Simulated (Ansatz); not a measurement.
This cell of Te (trigonal-Te type, space group P3_121) is off equilibrium:

```
CELL_PARAMETERS angstrom
      4.57765     0.00000     0.00000
     -2.28882     3.96436     0.00000
      0.00000     0.00000     6.03392
ATOMIC_POSITIONS crystal
  Te 0.26023 0.00000 0.33333
  Te 0.00000 0.26023 0.66667
  Te 0.73977 0.73977 0.00000
```

Level of theory: PBE (plane waves to 420 eV, PAW, scalar-relativistic; Ansatz, an electronic-structure program). k mesh 9×9×6 (Γ-centred), Fermi-Dirac smearing 0.05 eV. E stands for the smeared free energy. Stress and pressure are positive under compression. Spin-orbit coupling is left out, though Te is heavy. Te was relaxed with its symmetry unable to fall.

### Question
What is the stress tensor (GPa)?

### Answer
```
   -0.6      0.0      0.0
    0.0     -0.6      0.0
    0.0      0.0     -1.2
```
The pressure, a third of the trace, is -0.8 GPa.

### Question
It is the relaxed cell scaled evenly to V/V₀ = 1.040, atoms relaxed where free. What is its energy relative to the relaxed cell?

### Answer
4 meV/atom.

(Under strain, the slope of the energy per volume gives the stress and its curvature an elastic modulus.)
